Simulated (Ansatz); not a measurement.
# Rh: clamped-ion strain scan

Level of theory: Ansatz, DFT r2SCAN, scalar-relativistic, plane waves, PAW. Settings: plane waves to 500 eV, k-mesh 22×22×22 (Γ-centred), Gaussian smearing 0.15 eV. No spin polarisation. Energies are free energies at this smearing, counted from the undisturbed cell; pressure is positive in compression.

The starting cell (as given, not relaxed at this level; it stands at -0.6 GPa):

```yaml
crystal:
  lattice:
    - [0.00000, 1.90155, 1.90155]
    - [1.90155, 0.00000, 1.90155]
    - [1.90155, 1.90155, 0.00000]
  atoms:
    - { symbol: Rh, position: [0.00000, 0.00000, 0.00000] }
```

The cell is strained by ε times the Voigt pattern (0, 0, 0, 1, 0, 0) (xx, yy, zz, yz, xz, xy; engineering shear) with fractional coordinates fixed. The cell is metallic on the mesh throughout.

ε, ΔE (meV/atom) and a bar:
```
  -0.0200        3.4 ##############################
  -0.0100        0.9 ########
   0.0000        0.0
   0.0025        0.1
   0.0050        0.2 ##
   0.0075        0.5 ####
   0.0125        1.3 ############
   0.0150        1.9 #################
   0.0175        2.6 #######################
```

By symmetry 0.0200 repeats -0.0200, -0.0150 repeats 0.0150, 0.0100 repeats -0.0100, -0.0050 repeats 0.0050 in energy, with the opposite slope along the path.